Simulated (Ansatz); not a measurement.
CoGe2:
```yaml
crystal:
  lattice:
    - [5.37946, -2.79522, 0.00000]
    - [5.37946, 2.79522, 0.00000]
    - [0.00000, 0.00000, 5.59129]
  atoms:
    - { symbol: Co, position: [0.61670, 0.61670, 0.00000] }
    - { symbol: Co, position: [0.38330, 0.38330, 0.00000] }
    - { symbol: Co, position: [0.88330, 0.88330, 0.50000] }
    - { symbol: Co, position: [0.11670, 0.11670, 0.50000] }
    - { symbol: Ge, position: [0.65872, 0.34128, 0.65871] }
    - { symbol: Ge, position: [0.34128, 0.65872, 0.34129] }
    - { symbol: Ge, position: [0.84128, 0.15872, 0.15871] }
    - { symbol: Ge, position: [0.15872, 0.84128, 0.84129] }
    - { symbol: Ge, position: [0.00195, 0.49805, 0.75000] }
    - { symbol: Ge, position: [0.99805, 0.50195, 0.25000] }
    - { symbol: Ge, position: [0.49805, 0.00195, 0.25000] }
    - { symbol: Ge, position: [0.50195, 0.99805, 0.75000] }
```

This is the PBEsol-relaxed structure.

**Question.** All from plane-wave PAW PBEsol (Ansatz code), unless another level is named. Estimate the electronic character.

**Answer.** metallic (no gap).

**Question.** And the density of states at the Fermi level?

**Answer.** 0.33 states/eV per atom (mean over ±0.08 eV).

**Question.** And the formation energy from the elements (no fitted shifts)?

**Answer.** -0.24 eV/atom.

Space group Cmce. The workflow started from a Materials Project entry (that database holds measured and hypothetical structures alike); the Crystallography Open Database copy checked does not list it. Whether it is the stable phase at ambient conditions was not checked. The cell was relaxed with PBEsol under the symmetry of its start; whether a distortion lowers the energy is not shown. The run is not spin-polarised. The references are the lowest solids computed at this level, not always the standard phases. Spin–orbit coupling is left out wherever it is not named.

Potentials: the later of the program's two PAW sets.
